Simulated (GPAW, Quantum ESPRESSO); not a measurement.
This is a calculation of MgB for GPAW 26.7.0. The cell comes from a database or a generator and needn't be the stable form of this composition.

MgB.xyz

```xyz
2
Lattice="2.8951500000 0.0000000000 0.0000000000 0.0000000000 2.8951500000 0.0000000000 0.0000000000 0.0000000000 2.8951500000" Properties=species:S:1:pos:R:3 pbc="T T T"
Mg     0.0000000000      0.0000000000      0.0000000000
B      1.4475750000      1.4475750000      1.4475750000
```

Potentials or basis: GPAW PAW data sets (gpaw-data 1.2.1), pw.

Run with:

```sh
$ OMP_NUM_THREADS=1 gpaw run MgB.xyz -p 'mode=PW(800),xc=PBE,kpts={size:(9,9,9),gamma:True},occupations={name:fermi-dirac,width:0.05},nbands=15,convergence={density:1e-05,energy:1e-05},maxiter=150,txt=gpaw.txt' --properties efs -w gs.gpw
```

Problem. Translate it to Quantum ESPRESSO 7.5 (ASE script). Potentials or basis there: SSSP 1.3 efficiency PBE, cutoff 748 eV.

Solution. As run (cutoffs and basis follow the program's own potentials, and thresholds, step limits or extra output files can differ):

The input run.py:

```python
import numpy as np
from ase.calculators.espresso import Espresso, EspressoProfile
from ase import Atoms

atoms = Atoms(['Mg', 'B'],
              cell=[[2.89515, 0.0, 0.0], [0.0, 2.89515, 0.0], [0.0, 0.0, 2.89515]],
              scaled_positions=[[0.0, 0.0, 0.0], [0.5, 0.5, 0.5]],
              pbc=True)

input_data = {
    'control': {'calculation': 'scf', 'prefix': 'pwscf', 'outdir': './tmp', 'tprnfor': True, 'tstress': True, 'disk_io': 'nowf'},
    'system': {'ecutwfc': 55.0, 'ecutrho': 440.0, 'nbnd': 7, 'occupations': 'smearing', 'smearing': 'fd', 'degauss': 0.00367493},
    'electrons': {'conv_thr': 4e-10, 'electron_maxstep': 120, 'mixing_beta': 0.5},
}
pseudopotentials = {'B': 'b_pbe_v1.4.uspp.F.UPF', 'Mg': 'Mg.pbe-n-kjpaw_psl.0.3.0.UPF'}
profile = EspressoProfile(command='pw.x', pseudo_dir='pseudo')
dft = Espresso(profile=profile, input_data=input_data, pseudopotentials=pseudopotentials, kpts=(9, 9, 9), koffset=(0, 0, 0))
atoms.calc = dft

print(f'energy {atoms.get_potential_energy():.8f} eV')
print('forces (eV/A)')
print(np.round(atoms.get_forces(), 6))
print('stress (eV/A^3, Voigt)')
print(np.round(atoms.get_stress(), 8))
print(f'Fermi level {dft.get_fermi_level():.4f} eV')
```

Potentials or basis: SSSP 1.3 efficiency PBE.

The run is started by

```sh
$ OMP_NUM_THREADS=1 python run.py
```

Both were run:

|  | GPAW | Quantum ESPRESSO |
| --- | --- | --- |
| Pressure | -0.1 GPa | -0.1 GPa |

The potentials hold 13 and 5 valence electrons a cell.

Pressure is positive in compression.
